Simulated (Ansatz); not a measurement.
## Structure relaxation, NbP

The start is a relaxed NbP cell, doubled along one cell vector, shaken by Gaussian noise of σ = 0.08 Å a coordinate. Cell shape, volume and atoms are optimised at zero target pressure with PBE (plane waves to 420 eV, PAW, scalar-relativistic; Ansatz, a quantum-chemistry and plane-wave program). First-step values are on the input's coarse k-mesh.

Ansatz input (later rounds restart from its end on a renewed k-mesh):
Ansatz 0.2 input:
```yaml
crystal:
  lattice:
    - [5.3139646387, 0, 0]
    - [-5.3139646387, 9.2040567438, 0]
    - [0, 0, 4.0134804557]
  atoms:
    - { symbol: P, position: [0.515569924, -0.0099573163, 0.0401217285] }
    - { symbol: P, position: [0.4985060322, 0.5001398571, -0.0011543988] }
    - { symbol: P, position: [0.5073664387, 0.2676963109, 0.0075750933] }
    - { symbol: P, position: [0.5236924791, 0.7380890727, -0.018125913] }
    - { symbol: P, position: [-0.0252920378, 0.2505121131, -0.0020594892] }
    - { symbol: P, position: [-0.0035613501, 0.7297396788, 0.016353879] }
    - { symbol: Nb, position: [0.0010971581, 0.005804474, -0.0385540017] }
    - { symbol: Nb, position: [0.0136852888, 0.4846846502, 0.0089498926] }
    - { symbol: Nb, position: [0.3304660482, 0.3263964496, 0.4981673213] }
    - { symbol: Nb, position: [0.3063235946, 0.8183802057, 0.4834500504] }
    - { symbol: Nb, position: [0.6510035358, 0.1520461009, 0.5455194875] }
    - { symbol: Nb, position: [0.6718679542, 0.6691598339, 0.5306256252] }
basis: { ecutwfc: 420, ecutrho_ratio: 4, xc_grid: 2, fft_grid_basis: typed }
kpoints: { mp_grid: { grid: [5, 3, 6] } }
hamiltonian:
  xc: pbe
  dispersion: none
  pseudopotentials: { kind: paw }
scf: { occupations: { method: fermi_dirac, width: 0.05 } }
relax: { f_tol: 0.01, max_steps: 100, cell: { stress_tol: 0.02 } }
output: { forces: true, stress: true }
```

Q: How large is the pressure on the unrelaxed cell, and of which sign?

A: +4 GPa (positive: the cell is compressed).

Q: What is the largest force in the starting geometry, and on which atom (counted from 1)?

A: About 3.4 eV/Å, on P4 (atoms numbered as listed).

Q: Does it find its way back to the structure it was made from?

A: It does not go back: it reaches Amm2 (No. 38), 0.22 eV/atom below the parent.

Q: How do the shortest distances between atoms change?

A: The closest pairs of elements (up to four, under 3.6 Å), start → end: Nb–P 2.24 → 2.45 Å; P–P 2.47 → 2.24 Å; Nb–Nb 2.93 → 3.15 Å.

Q: What band gap does the relaxed structure have at this level?

A: No gap (metallic).

Q: Give the final cell and atomic positions.

A: 
Space group Amm2 (No. 38); a = 3.910 Å, b = 8.079 Å, c = 6.220 Å, α = β = γ = 90.00°

```
atom  site  symmetry       x       y       z
----  ----  --------  ------  ------  ------
P       2b       mm2  0.5000  0.5000  0.9997
P       4e       m..  0.5000  0.3124  0.2655
Nb      2b       mm2  0.5000  0.5000  0.6062
Nb      4d       m..  0.0000  0.1951  0.4626
```
(The calculation used a cell of 6 atoms; values per cell refer to that cell.)

Final values are on a 12×10×10 k-mesh of the relaxed cell. No spin polarisation in the result.

The relaxed structure here is a generated cell of NbP: the first start was made by placing the elements on the sites of a structure type, and the end was not matched to a known phase here, so it may be hypothetical.
